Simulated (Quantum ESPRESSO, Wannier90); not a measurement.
**Tight-binding from DFT: BN (zinc blende)**

```
begin unit_cell_cart
ang
    0.0000000000    1.8130000000    1.8130000000
    1.8130000000    0.0000000000    1.8130000000
    1.8130000000    1.8130000000    0.0000000000
end unit_cell_cart
begin atoms_frac
B    0.0000000000  0.0000000000  0.0000000000
N    0.2500000000  0.2500000000  0.2500000000
end atoms_frac
```

Materials Project entry mp-1639; symmetrised, unrelaxed at this level. COD (Crystallography Open Database) has the formula in 3 space groups, this one among them (matched by group alone). Computed values, not measurements, from LDA: Quantum ESPRESSO (norm-conserving PseudoDojo potentials, cutoff 68 Ry, no spin polarisation, no spin-orbit coupling) on a Γ-centred 12×12×12 mesh, then Wannier90. Density: 14×14×14 mesh, cold smearing 0.01 Ry.

Bands 2-4 form an isolated set from -10.63 to 0.00 eV relative to the valence-band maximum (on the path) and are turned into 3 Wannier functions by minimising the spread from the start: atomic waves N 2p.

Task: Where do the functions sit, how wide are they and what are they made of?

Result: 
```tsv
functions	spread (Å²)	nearest atom, distance (Å)	second atom, distance (Å)	weight on atomic waves
3	1.24	N 0.00	B 1.57	N 2p 68 %, B 2p 23 %, B 2s 6 %
```

Ω_I = 3.48 Å², Ω_total = 3.71 Å²; the interpolated bands follow pw.x to 0.3 meV rms on the path. Only this start was tried; a symmetric start can stop on a saddle, and mixtures of these functions could lower the total by at most Ω_total − Ω_I.
